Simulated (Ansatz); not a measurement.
An Ansatz (a quantum-chemistry and plane-wave program) run. Input:

Ansatz 0.2 input:
```yaml
crystal:
  lattice:
    - [-1.6017175846, 1.6017175846, 2.5187467525]
    - [1.6017175846, -1.6017175846, 2.5187467525]
    - [1.6017175846, 1.6017175846, -2.5187467525]
  atoms:
    - { symbol: Sn, position: [0.0, 0.0, 0.0] }
kpoints:
  mp_grid: { grid: [37, 37, 37] }
hamiltonian:
  xc: lda
  pseudopotentials: { azcp: { folder: ./paw }, kind: paw }
scf:
  occupations: { method: fermi_dirac, width: 0.1 }
elastic: { mode: relaxed_ion, stencil: two_point, amplitude: 0.005, f_tol: 0.0005 }
```

Output (shortened):

```
Pseudopotential: Sn, paw, valence charge 14
Functional definition: SPW92
Crystal: 1 atoms, lattice volume = 25.847 Å³
Basis set: ecut = 420 eV, 525 PW (Γ)
Bands: 11, of which v1, the nominal top of the filled ones, is band 7 counted from 1 (6 counted from 0)
Symmetry: 16 space group operations
Space group: I4/mmm (ITA 139), of the structure as read, at distance tolerance 3.0e-5 Å
k-points: 3610 of 50653
the search or the solves at the SCF's close seem to have found levels that the self-consistency loop had missed (the run counts 2) …
SCF 1 converged in 8 iterations: F = -5879.555318 eV  dr2 = 7.05e-15
Crystal: 1 atoms, lattice volume = 25.718 Å³
Basis set: ecut = 420 eV, 505 PW (Γ)
Symmetry: 8 space group operations
k-points: 6859 of 50653
SCF 2 converged in 6 iterations: F = -5879.554991 eV  dr2 = 3.35e-14
Crystal: 1 atoms, lattice volume = 25.977 Å³
SCF 3 converged in 5 iterations: F = -5879.555273 eV  dr2 = 1.29e-14
Crystal: 1 atoms, lattice volume = 25.718 Å³
Basis set: ecut = 420 eV, 501 PW (Γ)
SCF 4 converged in 6 iterations: F = -5879.555479 eV  dr2 = 2.79e-14
Crystal: 1 atoms, lattice volume = 25.977 Å³
Basis set: ecut = 420 eV, 533 PW (Γ)
SCF 5 converged in 5 iterations: F = -5879.554892 eV  dr2 = 2.94e-15
Crystal: 1 atoms, lattice volume = 25.847 Å³
Basis set: ecut = 420 eV, 515 PW (Γ)
Symmetry: 4 space group operations
k-points: 13015 of 50653
SCF 6 converged in 6 iterations: F = -5879.555293 eV  dr2 = 2.10e-14
Crystal: 1 atoms, lattice volume = 25.847 Å³
SCF 7 converged in 4 iterations: F = -5879.555293 eV  dr2 = 8.20e-14
Crystal: 1 atoms, lattice volume = 25.847 Å³
Basis set: ecut = 420 eV, 517 PW (Γ)
SCF 8 converged in 6 iterations: F = -5879.555323 eV  dr2 = 3.32e-14
Crystal: 1 atoms, lattice volume = 25.847 Å³
SCF 9 converged in 5 iterations: F = -5879.555323 eV  dr2 = 4.96e-16
SCF converged after 8 iterations
Free energy (F): -5879.555318 eV
Harris-Foulkes:  -5879.555318 eV  (|F-HF|=1.82e-12)
Internal energy: -5879.538214 eV  (E = F + TS)
E sigma→0 (E₀):  -5879.546766 eV
Entropy (-TS):   -0.017104 eV (-17.104 meV/atom)
Fermi energy:    11.402355 eV
--- Per-component energies (eV) ---
  E_band       = -73.699645
  E_kinetic    = 168.861179
  E_local      = -954.168084  (includes V_loc(G=0)·N_el)
  E_nonlocal   = 149.512181
  E_hartree    = 483.860408
  E_xc         = -125.621963
  E_vxc        = -81.832494  (∫ρ·V_xc dr)
  E_paw        = -4224.304230  (= ΣΔE_a)
  E_vpaw       = -323.793514  (= ΣTr[D̂ρ^β])
  E_aug_tail   = 0.000274  (compensation charges beyond the density's cutoff)
  E_ewald      = -1378.102870
  E_core_change = 0.424891  (= ΣΔE_core)
  E_smearing   = -0.017104  (= −TS)
  E_closure    = 0.000000  (closes the sum)
  Σ components = -5879.555318   (vs F -5879.555318, Δ=0.00e0)
--- Forces (eV/Å), atoms counted from 1 ---
  atom   1  Sn     0.00000000     0.00000000     0.00000000
  max |Σ_I F_I| component: 0.0 eV/Å
--- Stress (GPa, compression-positive) ---
        0.170408       0.000000       0.000000
        0.000000       0.170408       0.000000
        0.000000       0.000000      -0.364892
  P = ⅓ Tr σ = -0.0080 GPa (-0.080 kbar)
--- Band table (eV; the first three rows and the last of 3610) ---
  k-point 0: bands = ["-10.1613", "-10.0668", "-10.0668", "-10.0544", "-9.9615", "-0.1573", "19.3747", "19.3747", "19.3934", "22.2767", "23.3899"]
  k-point 1: bands = ["-10.1591", "-10.0676", "-10.0658", "-10.0537", "-9.9623", "-0.1349", "19.2234", "19.2786", "19.2834", "22.0567", "23.5701"]
  k-point 2: bands = ["-10.1528", "-10.0702", "-10.0630", "-10.0516", "-9.9647", "-0.0677", "18.8330", "18.9697", "19.0284", "21.6040", "24.0466"]
  k-point 3609: bands = ["-10.2352", "-10.1384", "-9.9123", "-9.9043", "-9.9036", "5.3368", "7.0141", "14.3059", "14.4776", "18.1937", "18.3650"]
--- Elastic constants: 4 strain directions × 2 members + reference (group order 16) ---
  dense FFT box of the reference and of every strained cell: 24×24×24
  strains applied: 11, 33, 23, 12; error gains …
  C = ∂σ_k/∂η_j (tension-positive GPa; Voigt order 11 22 33 23 13 12):
        92.177     30.691     54.125      0.000      0.000      0.000
        30.691     92.177     54.125      0.000      0.000      0.000
        53.586     53.586     65.391      0.000      0.000      0.000
         0.000      0.000      0.000     12.272      0.000      0.000
         0.000      0.000      0.000      0.000     12.272      0.000
         0.000      0.000      0.000      0.000      0.000     -2.719
  reference stress σ⁰ (GPa):     -0.170     -0.170      0.365      0.000      0.000      0.000
  moduli (Voigt/Reuss/Hill, GPa): K = 58.51/58.43/58.47   G = 11.79/-329.95/-159.08   E = -5129.32   ν = 15.122
  mechanically stable: NO (min eigenvalue of sym C = -2.72 GPa)
  strain η (Voigt 11):  stress-route row diagonal C_11 = 92.18 GPa, energy-path curvature d²(F+E_count+ΔE)/dδ²/Ω₀ = 92.18 GPa
         δ    σ_11 (GPa)             F (eV)   n_scf  n_hpsi   n_pw
    -5.000e-3      -0.6442       -5879.5549908       6  1518156    519   relax 0 steps, max|allowed force component| 0.00e0 eV/Å
     5.000e-3       0.2776       -5879.5552729       5  1291538    525   relax 0 steps, max|allowed force component| 0.00e0 eV/Å
  strain η (Voigt 33):  stress-route row diagonal C_33 = 65.39 GPa, energy-path curvature d²(F+E_count+ΔE)/dδ²/Ω₀ = 65.43 GPa
         δ    σ_33 (GPa)             F (eV)   n_scf  n_hpsi   n_pw
    -5.000e-3       0.0356       -5879.5554794       6  794361    521   relax 0 steps, max|allowed force component| 0.00e0 eV/Å
     5.000e-3       0.6895       -5879.5548921       5  661335    533   relax 0 steps, max|allowed force component| 0.00e0 eV/Å
  strain η (Voigt 23):  stress-route row diagonal C_44 = 12.27 GPa, energy-path curvature d²(F+E_count+ΔE)/dδ²/Ω₀ = 12.22 GPa
         δ    σ_23 (GPa)             F (eV)   n_scf  n_hpsi   n_pw
    -5.000e-3      -0.0614       -5879.5552931       6  2750052    522   relax 0 steps, max|allowed force component| 0.00e0 eV/Å
     5.000e-3       0.0614       -5879.5552931       4  2353531    522   relax 0 steps, max|allowed force component| 0.00e0 eV/Å
  strain η (Voigt 12):  stress-route row diagonal C_66 = -2.72 GPa, energy-path curvature d²(F+E_count+ΔE)/dδ²/Ω₀ = -2.64 GPa
         δ    σ_12 (GPa)             F (eV)   n_scf  n_hpsi   n_pw
    -5.000e-3       0.0136       -5879.5553230       6  1454561    522   relax 0 steps, max|allowed force component| 0.00e0 eV/Å
     5.000e-3      -0.0136       -5879.5553230       5  1242475    522   relax 0 steps, max|allowed force component| 0.00e0 eV/Å
```

Cost: about 8 core-minutes (a rough figure) on shared cores.

This is a known high-pressure phase of the composition, computed here at zero pressure and temperature. The cell was relaxed with LDA under the symmetry of its start. At this level the phase is mechanically unstable. As this level gives no gap, shear constants depend on the k-mesh and smearing (Fermi–Dirac, 0.1 eV here). Axis ratios of metals converge slowly with the k-mesh, so a and c are less sure than the volume. On the denser mesh and wider smearing of the elastic run this cell carries a stress of 0.4 GPa. Spin–orbit coupling is left out wherever it is not named.

Potentials: the earlier of the program's two PAW sets.

Ansatz is a plane-wave DFT program.
